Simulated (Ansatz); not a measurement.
This cell of CoSn (CoSn type, space group P6/mmm) is off equilibrium:

```xyz
6
Lattice="5.2937 0.0000 0.0000 -2.6469 4.5845 0.0000 0.0000 0.0000 4.2347" Properties=species:S:1:pos:R:3 pbc="T T T"
Co     2.3349     0.0000     0.0000
Co     1.3234     2.2923     0.0000
Co    -1.3234     2.2923     0.0000
Sn     0.0000     0.0000     0.0000
Sn     0.0000     3.0563     2.1174
Sn     2.6469     1.5282     2.1174
```

These are PBE (plane waves to 420 eV, PAW, scalar-relativistic; Ansatz, a quantum-chemistry and plane-wave program) values and carry that method's errors. k mesh 8×8×9 (Γ-centred), Fermi-Dirac smearing 0.05 eV. The energy includes the smearing's −TS. Compression counts positive. With partly filled bands, energies and forces of such displacements shift with the k mesh and the smearing. CoSn is run without spin polarisation. CoSn was relaxed with its symmetry unable to fall. The PAW data are Ansatz's earlier set.

Task: What forces act on the atoms (eV/Å, Cartesian)?

Result: 
| atom | Fx | Fy | Fz |
|---|---|---|---|
| Co1 | 2.537 | 0.000 | 0.000 |
| Co2 | -0.224 | 0.771 | 0.000 |
| Co3 | -0.224 | -0.771 | 0.000 |
| Sn4 | -2.025 | 0.000 | 0.000 |
| Sn5 | -0.033 | 0.020 | 0.000 |
| Sn6 | -0.033 | -0.020 | 0.000 |

Task: Give the stress tensor in GPa and the pressure.

Result: 
```
    5.5      0.0      0.0
    0.0      1.0      0.0
    0.0      0.0     -0.4
```
The pressure, a third of the trace, is 2.0 GPa.

Task: In it atom 1 sits (-0.312, 0.000, 0.000) Å away from its relaxed site. What is its energy relative to the relaxed cell?

Result: 329 meV/cell.

(For displaced atoms, the force is minus the slope of the energy, and its curvature is a force constant, which sets phonon frequencies.)
